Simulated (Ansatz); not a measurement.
ZrHg (P4/mmm): electronic heat capacity and spin susceptibility from the density of states

All numbers below come from DFT PBEsol, scalar-relativistic, plane waves, PAW (Ansatz).

Plane waves to 420 eV, a k mesh through Γ of 14×14×10 on the computed 2-atom cell and Gaussian smearing (0.10 eV); no spin polarisation.

Relaxed cell: P4/mmm, a = 3.103 Å, b = 3.103 Å, c = 4.253 Å, α = 90.00°, β = 90.00°, γ = 90.00°, 2 atoms in the primitive cell. Whether it is the stable form of this composition wasn't checked.

The density of states at the Fermi level is 1.956 states/eV in the cell of 2 atoms (1 formula unit; both spins, tetrahedra on a 21×21×15 mesh).

Task: What Sommerfeld coefficient and Pauli susceptibility does this give?

Result: Per formula unit N(E_F) = 1.956 states/eV. γ = (π²/3) k_B² N(E_F) N_A = 2.357 mJ/(mol K²) per state/eV, so γ = 4.6 mJ/(mol K²), a mole of formula units. χ_P = μ_B² N(E_F) N_A = 3.23×10⁻⁵ emu/mol per state/eV gives 6.3×10⁻⁵ emu/mol. This is the bare band result: a measured γ of the same phase is as a rule larger by a factor 1 + λ from phonons and spin fluctuations, the spin part of χ is larger by the Stoner factor, and a measured χ also holds orbital and core terms. N(E_F) at one energy is sensitive to the mesh where the density of states has sharp peaks.

Spin-orbit coupling is left out, which matters for the bands of heavy elements.

Cost: 1 run of about 0.47 core-minutes, on Arm Neoverse V2 (shared hosts).